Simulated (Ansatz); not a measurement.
AlAs:
```cif
data_Al4As4
_chemical_formula_sum 'Al4 As4'
_space_group_name_H-M_alt 'F-43m'
_space_group_IT_number 216
_space_group_name_Hall 'F -4 2 3'
_cell_length_a 5.67462
_cell_length_b 5.67462
_cell_length_c 5.67462
_cell_angle_alpha 90.000
_cell_angle_beta 90.000
_cell_angle_gamma 90.000
loop_
_atom_site_label
_atom_site_type_symbol
_atom_site_symmetry_multiplicity
_atom_site_Wyckoff_symbol
_atom_site_fract_x
_atom_site_fract_y
_atom_site_fract_z
_atom_site_occupancy
Al1 Al 4 a 0.00000 0.00000 0.00000 1
As1 As 4 d 0.75000 0.75000 0.75000 1
```
(The calculation used a cell of 2 atoms; values per cell refer to that cell.)

Relaxed with PBEsol. DFT-PBEsol in the program Ansatz with PAW potentials gives a gap of 1.34 eV.

Q: What gap does HSE06 give on the same cell (Ansatz, PAW)?

A: 2.09 eV, 0.75 eV more. The hybrid was solved on a coarser mesh and at special points; the gap given is the minimum over both.

| k | v1 PBEsol | c1 PBEsol | v1 HSE06 | c1 HSE06 |
|---|---|---|---|---|
| Γ | 0.00 | 1.91 | … | … |
| X | -2.16 | 1.34 | -2.36 | 2.09 |
| L | -0.82 | 2.06 | … | … |
| W | -2.82 | 4.23 | … | … |
| K | -1.79 | 2.16 | … | … |

Q: Top valence (v1) and lowest conduction level (c1) in eV from each method's valence maximum (which need not be a listed point): supply the withheld HSE06 values.

A: 
- Γ, v1 HSE06: 0.00
- Γ, c1 HSE06: 2.89
- K, v1 HSE06: -1.95
- K, c1 HSE06: 2.94
- W, v1 HSE06: -3.02
- W, c1 HSE06: 5.09
- L, v1 HSE06: -0.89
- L, c1 HSE06: 2.90

Cost on shared cores: the PBEsol run (SCF on a 8×8×8 mesh, then bands and DOS) very roughly 16 core-seconds, the HSE06 run (SCF on 6×6×6, then a few points) around 100 core-seconds (rough); the tasks are unlike.

The cell was relaxed with PBEsol under the symmetry of its start. Spin–orbit coupling is left out wherever it is not named.

Potentials: the earlier of the program's two PAW sets. The files were generated under PBE; for other functionals the program regenerates the frozen cores, and for LDA and PBEsol the local potential too.
